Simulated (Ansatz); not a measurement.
Mg in space group P6/mmm (No. 191; Mg on 2e, Mg on 2d, Mg on 3f) at seven volumes, r²SCAN (plane waves, PAW; program Ansatz), shape and atoms relaxed at each. One row is withheld.

```json
[
 {"V (Å³/atom)": "21.206", "P (GPa)": "?"},
 {"V (Å³/atom)": "21.905", "P (GPa)": "2.60"},
 {"V (Å³/atom)": "22.605", "P (GPa)": "1.20"},
 {"V (Å³/atom)": "23.304", "P (GPa)": "0.00"},
 {"V (Å³/atom)": "24.003", "P (GPa)": "-1.04"},
 {"V (Å³/atom)": "24.702", "P (GPa)": "-1.94"},
 {"V (Å³/atom)": "25.401", "P (GPa)": "-2.71"}
]
```

**Question.** Fit the shown pressures and predict the withheld one.

**Answer.** Third-order Birch–Murnaghan: P = (3/2)B₀(x^(7/2) − x^(5/2))[1 + (3/4)(B′ − 4)(x − 1)] with x = (V₀/V)^(2/3). Least squares on the six rows gives V₀ = 23.303 Å³/atom, B₀ = 37.24 GPa, B′ = 3.92. At V = 21.206, x = 1.0649 and P = 4.22 GPa. The run itself gave 4.22 GPa.

The start of the workflow was typed in or built on a structure type; the Crystallography Open Database copy checked does not list it. It is not the phase usual at ambient conditions (space group No. 194). The r²SCAN relaxation kept the symmetry of its start; its stability against distortions is not shown here.

Potentials: the later of the program's two PAW sets.
